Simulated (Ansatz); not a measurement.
SnS2:
```
CELL_PARAMETERS angstrom
      6.19829     0.00000     0.00000
      0.00000     6.19829     0.00000
      0.00000     0.00000     3.80787
ATOMIC_POSITIONS crystal
  Sn 0.00000 0.00000 0.00000
  Sn 0.50000 0.50000 0.50000
  S  0.30824 0.30824 0.00000
  S  0.80824 0.19176 0.50000
  S  0.19176 0.80824 0.50000
  S  0.69176 0.69176 0.00000
```

Relaxed with PBE. Special points in fractions of this cell's reciprocal vectors: Γ (0.000, 0.000, 0.000); X (0.000, 0.500, 0.000); M (0.500, 0.500, 0.000); Z (0.000, 0.000, 0.500); R (0.000, 0.500, 0.500); A (0.500, 0.500, 0.500).

List the band energies nearest the Fermi level at these points for DFT-PBE in the program Ansatz with PAW potentials.

In eV from the Fermi level; about four levels below and three above (degenerate sets whole), none deeper than 8.9 eV; points with the same levels are listed once.

```json
[
 {"k": "Γ", "below": "-1.12 -1.12 -0.95 -0.49 -0.49", "above": "0.20 1.77 3.14 3.14"},
 {"k": "X", "below": "-1.02 -1.02 -0.59 -0.59", "above": "1.04 1.04 3.66 3.66"},
 {"k": "M", "below": "-1.18 -1.18 -1.04 -1.04", "above": "1.05 1.05 4.14 4.14"},
 {"k": "Z", "below": "-1.36 -1.36 -1.29 -1.29", "above": "1.29 1.29 5.06 5.06"},
 {"k": "R", "below": "-0.89 -0.89 -0.88 -0.88", "above": "1.84 1.84 2.79 2.79"},
 {"k": "A", "below": "-1.01 -1.01 -0.74 -0.74", "above": "0.73 0.73 4.75 4.75"}
]
```

Space group P4_2/mnm (rutile). The cell is a constructed one: a structure type filled with these elements; neither database checked (COD, Materials Project) lists it. It is not the phase usual at ambient conditions (space group No. 164). Symmetry was held in the PBE relaxation; its stability against distortions is not shown here. Scalar-relativistic: spin–orbit coupling is off unless named, which matters more the heavier the elements.

Potentials: the later of the program's two PAW sets.
